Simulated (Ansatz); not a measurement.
The elements of this relaxed trial crystal are hidden behind letters.

```
lattice vectors (Å)
   2.8735    0.0000    0.0000
  -1.4367    2.4885    0.0000
   0.0000    0.0000   12.2860
fractional positions
X 0.3333 0.6667 0.8157
X 0.3333 0.6667 0.3944
X 0.6667 0.3333 0.1843
X 0.6667 0.3333 0.6056
Z 0.0000 0.0000 0.0000
```

Theory: Ansatz 0.2.0, DFT PBE, scalar-relativistic, plane waves, PAW. The final run on the 5-atom cell used 420 eV, a Γ-centred 18×18×4 mesh, 0.10 eV smearing and no spin polarisation.

| Item | Value |
| --- | --- |
| Space group | P-3m1 (No. 164) |
| Conventional cell | a = 2.873 Å, c = 12.286 Å |
| Volume per atom | 17.57 Å³ |
| Density | 14.88 g/cm³ |
| Energy over the elements | +0.27 eV/atom |
| Gap on the 18×18×4 mesh of the 5-atom cell | 0 eV (a metal) |

Energies are uncorrected and count from the elements' standard states at the same level.

Question: X is a d-block element of period 6 and Z is a d-block element of period 4. Which elements are they?

Answer: X = Ta, Z = Cu, so the formula is Ta4Cu. Density times volume gives a mean mass of 14.88 × 17.57/1.6605 = 157.4 u per atom, and this set has 157.5 u. Around Ta on its first site lie 3 Cu at 2.81 Å, 6 Ta at 2.87 Å and 3 Ta at 3.07 Å; Ta on its second site has 6 Ta at 2.87 Å and 6 Ta at 3.07–3.08 Å; around Cu lie 6 Ta at 2.81 Å and 6 Cu at 2.87 Å. Other sets within the hints have nearly the same mass, so mass alone doesn't settle it; this one was computed.

These runs have no spin–orbit coupling, which can matter for Ta. A structure relaxed within its symmetry needn't be a true minimum.
